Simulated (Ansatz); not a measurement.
One stationary structure of PbSe. Level of theory: PBE (plane waves to 420 eV, PAW, scalar-relativistic; Ansatz, an electronic-structure program).

```
CELL_PARAMETERS angstrom
      0.00000     3.10865     3.10865
      3.10865     0.00000     3.10865
      3.10865     3.10865     0.00000
ATOMIC_POSITIONS crystal
  Se 0.00000 0.00000 0.00000
  Pb 0.50000 0.50000 0.50000
```

### Question
Determine the symmetry and give the standard cell with its independent sites.

### Answer
Space group Fm-3m (No. 225); a = 6.217 Å, b = 6.217 Å, c = 6.217 Å, α = 90.00°, β = 90.00°, γ = 90.00°

```csv
atom,site,symmetry,x,y,z
Se,4a,m-3m,0.0000,0.0000,0.0000
Pb,4b,m-3m,0.5000,0.5000,0.5000
```

This is the rock salt type.

### Question
Give the shortest distances between elements (the closest pairs, up to four, under 3.6 Å).

### Answer
Pb–Se 3.11 Å.

```json
{
  "volume_per_atom": "30.04 Å³",
  "band_gap": "0.44 eV, direct at L (no spin-orbit coupling)"
}
```

No spin polarisation in the result. Spin-orbit coupling is missing; with elements this heavy it can move band edges by tenths of an eV or more.

The run could not lose the symmetry of its start.
